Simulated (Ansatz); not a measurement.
Task: Name crystals whose computed values (r²SCAN in the plane-wave PAW code Ansatz) fall in these windows: Θ_D (K) 150 to 190; G_Hill (GPa) 2.6 to 3.2.

Result: 

```csv
crystal,Θ_D (K),G_Hill (GPa)
"Na, fcc (Cu type)",168,2.9
"Na, hcp (Mg type)",165,2.8
```
Others may fit too.

Not the usual ambient phase: Na, fcc (Cu type); Na, hcp (Mg type). All cells were relaxed under the symmetry of their starts (and spin orders); stability against distortions was not tested throughout.

Potentials: the later of the program's two PAW sets.
